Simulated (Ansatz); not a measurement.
Data:

MoP in space group P-6m2 (No. 187; Mo on 1a, P on 1f), a = 3.207 Å, b = 3.207 Å, c = 3.173 Å, α = 90.00°, β = 90.00°, γ = 120.00°.

This is the PBEsol-relaxed structure.

**Question.** All from DFT-PBEsol in the program Ansatz with PAW potentials, unless another level is named. Give the electronic character.

**Answer.** metallic (no gap).

**Question.** And the formation energy from the elements (no fitted shifts)?

**Answer.** -74 kJ/mol-atom.

**Question.** What about the density of states at the Fermi level?

**Answer.** 0.38 states/eV per atom (mean over ±0.08 eV).

**Question.** Predict the gap with spin–orbit coupling.

**Answer.** none (metallic).

The PBEsol relaxation kept the symmetry of its start. The run is not spin-polarised. The references are the lowest solids computed at this level, not always the standard phases. Spin–orbit coupling is left out wherever it is not named.

Potentials: the later of the program's two PAW sets.
